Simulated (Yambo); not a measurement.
Mg2ZnO3 (space group P-3m1, No. 164), G0W0@LDA in Yambo; all else as in the reference (6×6×2 Γ-centred k mesh, bands 7 to 125 and a 8 Ry block in the screening, 125 bands in G with the Bruneval-Gonze terminator, plasmon pole fitted at 27.2 eV). One parameter is varied: the cutoff of the wavefunctions in Yambo, over 10, 20, 30, 50, 84 Ry.

Question: From which value on does the gap A → Γ stay within 0.05 eV of the largest setting?

Answer: From 50 Ry on.
| cutoff of the wavefunctions in Yambo (Ry) | G0W0 gap (eV) | valence shift (eV) |
|---|---|---|
| 10 | 4.41 | -0.29 |
| 20 | 4.65 | -0.56 |
| 30 | 4.83 | -0.87 |
| 50 | 4.96 | -1.04 |
| 84 | 4.96 | -1.05 |
The last step of the sweep still moves the gap by 5 meV; the other settings are held fixed.

Geometry of the Materials Project entry, not relaxed at this level; primitive cell a = b = 3.033 Å, c = 7.403 Å, α = β = 90.00°, γ = 120.00°.

The structure is a Materials Project entry; no match was found in the copy of COD used, and its stability was not checked.

A shift is the quasiparticle energy of the state minus its LDA energy.
